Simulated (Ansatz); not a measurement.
**KLaPdO3, first-principles data**

KLaPdO$_{3}$:
```yaml
crystal:
  lattice:
    - [6.71744, 1.99399, 0.00000]
    - [-6.71744, 1.99399, 0.00000]
    - [-2.01551, 0.00000, 7.17745]
  atoms:
    - { symbol: K, position: [0.64150, 0.35850, 0.56545] }
    - { symbol: K, position: [0.35850, 0.64150, 0.43455] }
    - { symbol: La, position: [0.34954, 0.65046, 0.91564] }
    - { symbol: La, position: [0.65046, 0.34954, 0.08436] }
    - { symbol: Pd, position: [0.99353, 0.00647, 0.22790] }
    - { symbol: Pd, position: [0.00647, 0.99353, 0.77210] }
    - { symbol: O, position: [0.15081, 0.84919, 0.28677] }
    - { symbol: O, position: [0.84919, 0.15081, 0.71323] }
    - { symbol: O, position: [0.16619, 0.83381, 0.86252] }
    - { symbol: O, position: [0.83381, 0.16619, 0.13748] }
    - { symbol: O, position: [0.49315, 0.50685, 0.19730] }
    - { symbol: O, position: [0.50685, 0.49315, 0.80270] }
```

Space group C2/m (No. 12); conventional cell a = 13.435 Å, b = 3.988 Å, c = 7.455 Å, α = γ = 90.00°, β = 105.69°.

Method: plane-wave PAW r²SCAN (Ansatz code). The cell and atoms are relaxed at this level. Other levels are named where they apply.

Cell and energy:

- Volume per atom: 16.02 Å³
- Density: 5.74 g/cm³
- Formation energy from the elements (no fitted shifts): -2163 meV/atom

Electronic structure:

- Band gap: 0.69 eV (indirect)
- Valence-band maximum: on the Γ–C line, 88 % of the way from Γ (k = 0.240, 0.245, 0.000 in fractions of the reciprocal vectors)
- Conduction-band minimum: at Y2 (k = 0.500, 0.500, 0.000 in fractions of the reciprocal vectors)
- Smallest direct gap on the standard path: 1.17 eV
- Electron effective mass: 0.17, 2.3, 15 mₑ (principal values)

Mechanics:

* **Bulk modulus (Birch–Murnaghan fit)**: 66.9 GPa
* **Pressure derivative B′**: 5.1

Charges:

Bader charges: K +0.82, La +2.09, Pd +0.76, O -1.27 to -1.16 e

The workflow started from a Materials Project entry (that database holds measured and hypothetical structures alike); the Crystallography Open Database files this formula in space group No. 12, but the cells were not matched. Whether it is the stable phase at ambient conditions was not checked. The cell was relaxed with r²SCAN under the symmetry of its start; its stability against distortions is not shown here. The run is not spin-polarised. The references are the lowest solids computed at this level, not always the standard phases (solids in place of the gases). Spin–orbit coupling is left out wherever it is not named.

Potentials: the later of the program's two PAW sets.
